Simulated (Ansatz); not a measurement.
N:
```
N
1.0
    3.71773     0.00000     0.00000
    0.00000     3.71773     0.00000
    0.00000     0.00000     4.95405
N
4
Direct
  0.10400   0.10400   0.00000
  0.60400   0.39600   0.50000
  0.39600   0.60400   0.50000
  0.89600   0.89600   0.00000
```

Relaxed with LDA. Special points in fractions of this cell's reciprocal vectors: Γ (0.000, 0.000, 0.000); X (0.000, 0.500, 0.000); M (0.500, 0.500, 0.000); Z (0.000, 0.000, 0.500); R (0.000, 0.500, 0.500); A (0.500, 0.500, 0.500).

### Question
List the band energies nearest the valence-band maximum at these points for DFT-LDA in the program Ansatz with PAW potentials.

### Answer
In eV from the valence-band maximum; about four levels below and three above (degenerate sets whole), none deeper than 8.9 eV; points with the same levels are listed once.

```json
[
 {"k": "Γ", "below": "-1.55 -1.55 -1.44 -0.46", "above": "6.17 7.47 8.10 8.10"},
 {"k": "X", "below": "-1.91 -1.91 -0.40 -0.40", "above": "7.78 7.78 7.82 7.82"},
 {"k": "M", "below": "-1.89 -1.89 -0.10 -0.10", "above": "7.33 7.33 9.01 9.01"},
 {"k": "Z", "below": "-1.61 -1.61 -0.66 -0.66", "above": "6.77 6.77 8.10 8.10"},
 {"k": "R", "below": "-1.62 -1.62 -0.55 -0.55", "above": "7.24 7.24 8.24 8.24"},
 {"k": "A", "below": "-1.98 -1.98 0.00 0.00", "above": "7.49 7.49 9.01 9.01"}
]
```

Space group P4_2/mnm. The start of the workflow was typed in or built on a structure type; the Crystallography Open Database copy checked does not list it. It is not the usual solid phase (space group No. 205). Symmetry was held in the LDA relaxation; whether a distortion lowers the energy is not shown. The substance is a gas or liquid at ambient conditions. A crystal of weakly bound units computed without a dispersion correction: the cell and the soft elastic constants depend strongly on that.

Potentials: the later of the program's two PAW sets.
